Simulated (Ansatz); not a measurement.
Computed with DFT PBE, scalar-relativistic, plane waves, PAW (Ansatz). All cells share a 420 eV cutoff and Γ-centred k meshes spaced at most about 0.3 Å⁻¹ (about 0.25 or finer for metals, 2π included). No spin polarisation in the final relaxations.

All energies are static (0 K, no zero-point motion). All come from trial cells, and lower structures may exist.

Question: These unrelaxed guesses for Ca₃H are each relaxed within their symmetry. Order them by the energy at which they end, lowest first.
1.

```xyz
4
Lattice="4.2053 0.0000 0.0000 0.0000 4.2053 0.0000 0.0000 0.0000 4.2053" Properties=species:S:1:pos:R:3 pbc="T T T"
Ca    2.1026    2.1026    0.0000
Ca    2.1026    0.0000    2.1026
Ca    0.0000    2.1026    2.1026
H     0.0000    0.0000    0.0000
```

2.

```xyz
4
Lattice="0.0000 3.4304 3.4304 3.4304 0.0000 3.4304 3.4304 3.4304 0.0000" Properties=species:S:1:pos:R:3 pbc="T T T"
Ca    1.7152    1.7152    1.7152
Ca    5.1456    5.1456    5.1456
Ca    3.4304    3.4304    3.4304
H     0.0000    0.0000    0.0000
```

Answer: 1 (ends in Pm-3m, Cu3Au (L1_2) type, 0 meV/atom), 2 (ends in Fm-3m, BiF3 (D0_3) type, 70 meV/atom). Even the lowest end lies +0.49 eV/atom against the elements.

With hydrogen, zero-point motion can shift such differences by 10 meV/atom or more. A magnetic state wasn't ruled out in cells without spin, among them Pm-3m, Fm-3m. Cells relaxed within their symmetry can be saddle points. Some types were kept out of the candidates beforehand, so the set may lack a known form.
